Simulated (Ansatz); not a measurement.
CoH4Cl2O2 in space group C2/m (No. 12; Co on 2a, H on 8j, Cl on 4i, O on 4g) at seven volumes, plane-wave PAW r²SCAN+D4 (Ansatz code), shape and atoms relaxed at each. One row is withheld.

```tsv
V (Å³/atom)	P (GPa)
10.789	2.97
11.145	1.71
11.500	?
11.856	0.00
12.212	-0.54
12.567	-0.89
12.923	-1.09
```

**Question.** Fit the shown pressures and predict the withheld one.

**Answer.** Third-order Birch–Murnaghan: P = (3/2)B₀(x^(7/2) − x^(5/2))[1 + (3/4)(B′ − 4)(x − 1)] with x = (V₀/V)^(2/3). Least squares on the six rows gives V₀ = 11.853 Å³/atom, B₀ = 20.35 GPa, B′ = 9.99. At V = 11.500, x = 1.0204 and P = 0.71 GPa. The run itself gave 0.73 GPa.

The workflow started from a Materials Project entry (that database holds measured and hypothetical structures alike); the Crystallography Open Database files this formula in space group No. 12, but the cells were not matched. Its standing as an ambient phase is unchecked. The cell was relaxed with r²SCAN+D4 under the symmetry of its start; its stability against distortions is not shown here. Magnetic state: ferromagnetic, the only order run, not a proven ground state. The cell computed holds one magnetic atom, so no antiferromagnetic order was within reach. Other orbital occupations within this spin state were not tried. No Hubbard U is applied.

Potentials: the later of the program's two PAW sets.
